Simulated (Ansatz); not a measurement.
An Ansatz (a program for electronic structure) run. Input:

Ansatz 0.2 input:
```yaml
crystal:
  lattice:
    - [8.1563367296, 1.8336461888, 0.0]
    - [-8.1563367296, 1.8336461888, 0.0]
    - [-2.8969308502, 0.0, 9.2107869473]
  atoms:
    - { symbol: Si, position: [0.6323922879, 0.3676077121, 0.9142959998] }
    - { symbol: Si, position: [0.3676077121, 0.6323922879, 0.0857040002] }
    - { symbol: Si, position: [0.7367366298, 0.2632633702, 0.7940813897] }
    - { symbol: Si, position: [0.2632633702, 0.7367366298, 0.2059186103] }
    - { symbol: Si, position: [0.0663894941, 0.9336105059, 0.5901944094] }
    - { symbol: Si, position: [0.9336105059, 0.0663894941, 0.4098055906] }
    - { symbol: As, position: [0.0390112863, 0.9609887137, 0.8213352556] }
    - { symbol: As, position: [0.9609887137, 0.0390112863, 0.1786647444] }
    - { symbol: As, position: [0.3333892756, 0.6666107244, 0.8290961559] }
    - { symbol: As, position: [0.6666107244, 0.3333892756, 0.1709038441] }
    - { symbol: As, position: [0.6497590355, 0.3502409645, 0.5481946218] }
    - { symbol: As, position: [0.3502409645, 0.6497590355, 0.4518053782] }
kpoints:
  mp_grid: { grid: [8, 8, 3] }
hamiltonian:
  xc: r2scan
  dispersion: d4
  pseudopotentials: { kind: paw }
scf:
  occupations: { method: fixed }
checkpoint: { read: static.run }
output: { write_density: true, elf: true, volumetric_format: npy }
basis: { fft_grid_basis: typed }
```

Output (shortened):

```
Pseudopotential: Si, paw, valence charge 4
Pseudopotential: As, paw, valence charge 15
Functional definition: r2SCAN
Crystal: 12 atoms, lattice volume = 275.510 Å³
Basis set: ecut = 500 eV, 6999 PW (Γ), exchange–correlation on 256×256×288 points (64 copies of the dense FFT grid, shifted against one another)
Bands: 69, of which v1, the nominal top of the filled ones, is band 57 counted from 1 (56 counted from 0)
Symmetry: 4 space group operations
Space group: C2/m (ITA 12), of the structure as read, at distance tolerance 6.5e-5 Å
k-points: 57 of 192
Stability of the state it starts from, as read at its close in the unpolarized treatment …
iter 1 solved again at ethr=2.85e-7 eV; its pass at ethr=3.10e-3 eV (dr2=3.24e-4 eV) is discarded
SCF iter   1: F=—  HF=-33024.852387 eV  |F-HF|=—  |Δ(HF+E_count)|=         —  Δρ=1.30e-6  dr2=4.62e-9  dr2_τ=7.69e-11  ethr=2.85e-7  ⟨swp⟩=3.1  Hψ=21941  notcnv=0  defer=570
preconditioner: auto → Resta (q_TF=auto, 2.355 Å⁻¹)
SCF iter   2: F=—  HF=-33024.852436 eV  |F-HF|=—  |Δ(HF+E_count)|=   4.94e-5  Δρ=6.36e-7  dr2=1.67e-9  dr2_τ=6.61e-11  ethr=4.05e-12  ⟨swp⟩=13.2  Hψ=20396  notcnv=0
SCF iter   3: F=-33024.852436 eV  HF=-33024.852436 eV  |F-HF|=4.95e-10  |Δ(HF+E_count)|=  4.58e-10  Δρ=4.24e-7  dr2=6.32e-10  dr2_τ=1.00e-11  ethr=1.46e-12  ⟨swp⟩=1.0  Hψ=11070  notcnv=0
SCF 1 converged in 3 iterations: F = -33024.852436 eV  dr2 = 6.32e-10
SCF converged after 3 iterations
Free energy (F): -33024.852436 eV
Harris-Foulkes:  -33024.852436 eV  (|F-HF|=4.95e-10)
Internal energy: -33024.852436 eV  (E = F + TS)
E sigma→0 (E₀):  -33024.852436 eV
Fermi energy:    6.887559 eV
--- Per-component energies (eV) ---
  E_band       = -1686.698297
  E_kinetic    = 862.439517
  E_local      = -12698.460506  (includes V_loc(G=0)·N_el)
  E_nonlocal   = -3872.836113
  E_hartree    = 6740.959757
  E_xc         = -755.956503
  E_vxc        = -808.033941  (∫ρ·V_xc dr)
  E_paw        = -14200.525421  (= ΣΔE_a)
  E_vpaw       = 1309.267410  (= ΣTr[D̂ρ^β])
  E_aug_tail   = -0.000006  (compensation charges beyond the density's cutoff)
  E_vtau       = 39.005977  (kinetic-family band-sum trace: ∫τ·v_τ [+ j·A + Jᵃ·Aᵃ] dr)
  E_ewald      = -9089.753689
  E_disp       = -1.516428  (pairwise vdW)
  E_core_change = -9.203044  (= ΣΔE_core)
  E_smearing   =  0.000000  (= −TS)
  E_closure    = 0.000000  (closes the sum)
  Σ components = -33024.852436   (vs F -33024.852436, Δ=0.00e0)
  [band-id]    e_kinetic+e_local+e_nonlocal+2·e_hartree+e_vxc+e_vpaw+e_augmentation_tail+e_vtau = -1686.698148   (vs E_band -1686.698297, Δ=1.50e-4)
--- Band table (eV; the first three rows and the last of 57) ---
  k-point 0: bands = ["-29.1092", "-29.1092", "-29.1022", "-29.1022", "-29.0931", "-29.0930", "-29.0892", "-29.0890", "-29.0594", "-29.0594", "-29.0571", "-29.0570", "-29.0562", "-29.0562", "-29.0515", "-29.0511", "-29.0356", "-29.0354", "-29.0346", …
  k-point 1: bands = ["-29.1092", "-29.1092", "-29.1022", "-29.1022", "-29.0931", "-29.0930", "-29.0892", "-29.0890", "-29.0594", "-29.0594", "-29.0571", "-29.0570", "-29.0562", "-29.0562", "-29.0515", "-29.0511", "-29.0356", "-29.0355", "-29.0346", …
  k-point 2: bands = ["-29.1087", "-29.1087", "-29.1025", "-29.1025", "-29.0925", "-29.0924", "-29.0893", "-29.0892", "-29.0596", "-29.0596", "-29.0573", "-29.0573", "-29.0561", "-29.0561", "-29.0515", "-29.0510", "-29.0354", "-29.0352", "-29.0344", …
  k-point 56: bands = ["-29.1092", "-29.1092", "-29.1022", "-29.1022", "-29.0931", "-29.0930", "-29.0892", "-29.0890", "-29.0594", "-29.0594", "-29.0571", "-29.0570", "-29.0562", "-29.0562", "-29.0515", "-29.0511", "-29.0356", "-29.0355", "-29.0346", …
```

Cost: about 70 core-seconds (a rough figure) on shared cores.

The start of the workflow was typed in or built on a structure type; neither database checked (COD, Materials Project) lists it. Whether it is the stable phase at ambient conditions was not checked. The r²SCAN+D4 relaxation kept the symmetry of its start; its stability against distortions is not shown here. Spin–orbit coupling is left out wherever it is not named.

Potentials: the later of the program's two PAW sets.

Ansatz is a plane-wave DFT program.
